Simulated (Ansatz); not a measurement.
The relaxed structure here is a generated cell of FeCo: the first start was made by placing the elements on the sites of a structure type, and the end was not matched to a known phase here, so it may be hypothetical. Known forms of FeCo include space group No. 221.

The end point of a relaxation of FeCo. Space group P4₂/mnm (No. 136). Level of theory: PBEsol (plane waves to 420 eV, PAW, scalar-relativistic; Ansatz, a quantum-chemistry and plane-wave program).

Space group P4₂/mnm (No. 136); a = b = 4.5793 Å, c = 4.6169 Å, α = β = γ = 90.00°

```csv
atom,site,symmetry,x,y,z
Fe,4g,m.2m,0.1967,0.1967,0.5000
Co,4f,m.2m,0.1933,0.1933,0.0000
```

Q: What is the computed magnetic moment (PBEsol)?

A: Net 2.04 μB/atom, ferromagnetic.

Spin state reached: ferromagnetic (net 2.04 μB/atom), from parallel starting moments; other spin orders were not run from this start.

The run could not lower the symmetry of its start; a shaken copy of this end point relaxes with PBEsol to Pm-3m (No. 221), 0.72 eV/atom lower.
